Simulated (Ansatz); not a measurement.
GeS in space group Pnma (No. 62; Ge on 4c, S on 4c), DFT-LDA in the program Ansatz with PAW potentials, all energies at zero smearing, with the estimated change up to a 700 eV cutoff added, with one set of potentials and settings (totals compare only within such a set). Cell of 8 atoms (4 Ge, 4 S): -20343.429 eV.

| element | reference phase | E (eV/atom) |
|---|---|---|
| Ge | Fd-3m, 2 atoms in the cell | -4215.7216 |
| S | Fddd, 32 atoms in the cell | -869.4931 |

Formation energy per atom, worked out: (-20343.429 − 4×(-4215.7216) − 4×(-869.4931))/8 = -0.321 eV/atom (-31 kJ per mol of atoms), at 0 K, without zero-point energy or fitted corrections.

The cell was relaxed with LDA under the symmetry of its start. A crystal of weakly bound layers computed without a dispersion correction: the cell and the soft elastic constants depend strongly on that. The references are the lowest solids computed at this level, not always the standard phases.

Potentials: the later of the program's two PAW sets.
